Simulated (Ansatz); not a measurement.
CaTiO3:
```
CaTiO3
1.0
    2.69975     1.55870     4.44273
   -2.69975     1.55870     4.44273
    0.00000    -3.11740     4.44273
Ca Ti O
2 2 6
Direct
  0.27614   0.27614   0.27614
  0.77614   0.77614   0.77614
  0.01619   0.01619   0.01619
  0.51619   0.51619   0.51619
  0.74850   0.18288   0.32659
  0.32659   0.74850   0.18288
  0.18288   0.32659   0.74850
  0.82659   0.68288   0.24850
  0.24850   0.82659   0.68288
  0.68288   0.24850   0.82659
```

Tensor components refer to the Cartesian frame of this cell.

Problem. Give the proper piezoelectric stress tensor with relaxed ions from plane-wave PAW PBEsol (Ansatz code).

Solution. In C/m², rows x, y, z, Voigt columns; mesh uncertainty up to 0.00.
```
 0.00   0.00   0.00   0.00   3.63  -1.62
-1.62   1.62   0.00   3.63   0.00   0.00
 1.59   1.59   5.35   0.00   0.00   0.00
```

The elastic tensor of the same run (GPa):

```
  317    134   80.7   19.3    0.0    0.0
  134    317   80.7  -19.3    0.0    0.0
 80.7   80.7    192    0.0    0.0    0.0
 19.3  -19.3    0.0   64.2    0.0    0.0
  0.0    0.0    0.0    0.0   64.2   19.3
  0.0    0.0    0.0    0.0   19.3   91.5
```

Problem. Convert to strain constants d = e·S.

Solution. In pC/N:
```
  0.0    0.0    0.0    0.0   66.0  -31.6
-15.8   15.8    0.0   66.0    0.0    0.0
 -1.7   -1.7   29.4    0.0    0.0    0.0
```

Space group R3c. The start of the workflow was typed in or built on a structure type; neither database checked (COD, Materials Project) lists it. COD files the formula under space group No. 11, 62, 65, 140, 221. Whether it is the stable phase at ambient conditions was not checked. The cell was relaxed with PBEsol under the symmetry of its start; whether a distortion lowers the energy is not shown. The workflow began spin-polarised and lost its moments. Signs of piezoelectric constants follow the polarity of the cell as given.

Potentials: the earlier of the program's two PAW sets. The files were generated under PBE; for other functionals the program regenerates the frozen cores, and for LDA and PBEsol the local potential too.
